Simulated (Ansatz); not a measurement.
**Magnetovolume behaviour of EuCuO2 (R-3m)**

```xyz
4
Lattice="1.8150 1.0479 5.6900 -1.8150 1.0479 5.6900 0.0000 -2.0958 5.6900" Properties=species:S:1:pos:R:3 pbc="T T T"
Eu    0.0000    0.0000    8.5350
Cu    0.0000    0.0000    0.0000
O     0.0000    0.0000    1.8436
O     0.0000    0.0000   15.2264
```

The reference geometry is a structure as deposited in COD; nothing is relaxed.

Functional, mesh and filling: LDA, 9×9×9 k mesh, Fermi–Dirac smearing of 0.03 eV. PAW means Ansatz 0.2.0 on its default frozen-core files; LAPW is all-electron LAPW in Ansatz 0.2.0. Site moments are integrated in spheres about the atoms, whose radii differ between the methods. Start moments of the first PAW run (μB): Eu1 7.

The cell shown is scaled evenly to other volumes, and every spin-polarised run starts from the same moments.

The search for lower states is left at its default.

```json
{"V/V₀": "0.7", "Å³/atom": "11.36", "M PAW (μB/cell)": "6.00", "M LAPW (μB/cell)": "–", "largest site moment, PAW (μB)": "5.69", "P PAW (GPa)": "74.0", "P LAPW (GPa)": "–", "F − F(unpolarised), PAW (meV/atom)": "-1217"}
{"V/V₀": "0.76", "Å³/atom": "12.34", "M PAW (μB/cell)": "6.00", "M LAPW (μB/cell)": "–", "largest site moment, PAW (μB)": "5.78", "P PAW (GPa)": "45.1", "P LAPW (GPa)": "–", "F − F(unpolarised), PAW (meV/atom)": "-1294"}
{"V/V₀": "0.82", "Å³/atom": "13.31", "M PAW (μB/cell)": "6.00", "M LAPW (μB/cell)": "–", "largest site moment, PAW (μB)": "5.85", "P PAW (GPa)": "?", "P LAPW (GPa)": "–", "F − F(unpolarised), PAW (meV/atom)": "-1353"}
{"V/V₀": "0.88", "Å³/atom": "14.28", "M PAW (μB/cell)": "6.00", "M LAPW (μB/cell)": "6.00", "largest site moment, PAW (μB)": "5.91", "P PAW (GPa)": "10.9", "P LAPW (GPa)": "11.1", "F − F(unpolarised), PAW (meV/atom)": "-1400"}
{"V/V₀": "0.94", "Å³/atom": "15.26", "M PAW (μB/cell)": "6.00", "M LAPW (μB/cell)": "6.00", "largest site moment, PAW (μB)": "5.97", "P PAW (GPa)": "0.9", "P LAPW (GPa)": "1.1", "F − F(unpolarised), PAW (meV/atom)": "?"}
{"V/V₀": "1", "Å³/atom": "16.23", "M PAW (μB/cell)": "6.00", "M LAPW (μB/cell)": "6.00", "largest site moment, PAW (μB)": "6.03", "P PAW (GPa)": "-6.1", "P LAPW (GPa)": "-5.9", "F − F(unpolarised), PAW (meV/atom)": "-1469"}
{"V/V₀": "1.06", "Å³/atom": "17.21", "M PAW (μB/cell)": "6.00", "M LAPW (μB/cell)": "–", "largest site moment, PAW (μB)": "6.07", "P PAW (GPa)": "-11.0", "P LAPW (GPa)": "–", "F − F(unpolarised), PAW (meV/atom)": "?"}
{"V/V₀": "1.12", "Å³/atom": "18.18", "M PAW (μB/cell)": "6.00", "M LAPW (μB/cell)": "6.00", "largest site moment, PAW (μB)": "6.12", "P PAW (GPa)": "-14.5", "P LAPW (GPa)": "-14.4", "F − F(unpolarised), PAW (meV/atom)": "-1518"}
{"V/V₀": "1.2", "Å³/atom": "19.48", "M PAW (μB/cell)": "6.00", "M LAPW (μB/cell)": "–", "largest site moment, PAW (μB)": "6.18", "P PAW (GPa)": "-17.4", "P LAPW (GPa)": "–", "F − F(unpolarised), PAW (meV/atom)": "-1544"}
```

Fill in "F − F(unpolarised), PAW (meV/atom)" for the row "1.06".

-1496.

Fill in "P PAW (GPa)" for the row "0.82".

25.0.

Fill in "F − F(unpolarised), PAW (meV/atom)" for the row "0.94".

-1438.

The moments survive down to the smallest volume, V/V₀ = 0.7 at 74 GPa, where the largest is 5.69 μB.

How fast does the largest site moment change with volume about V₀?

d ln m/d ln V ≈ ln(6.075/5.973)/ln(1.06/0.94) = 0.14. A value this small marks a localised or saturated moment.

Fit a third-order Birch–Murnaghan equation to the PAW pressures of the magnetic runs between 0.85 and 1.11 V₀. What are the zero-pressure volume and bulk modulus?

V = 15.37 Å³/atom (0.947 V₀), B = 126 GPa, B′ = 4.5, with a worst miss of 0.01 GPa. Cell shape and inner coordinates are held, so these aren't the relaxed crystal's values unless symmetry fixes them.

The PAW files were made with PBE; the program remakes their cores once for the run's functional and then keeps them frozen. Without U a semilocal functional puts the f levels too near the Fermi level, which can change moments and the order of magnetic states; site and cell moments are spin moments. Under strong compression frozen cores are worth checking against an all-electron run. Spin–orbit coupling is left out although heavy atoms are present. With open f shells a run can end in a state that isn't the lowest. The magnetic state is the one that this cell and start allow. It needn't be the compound's measured order, which may need a larger cell or be absent.
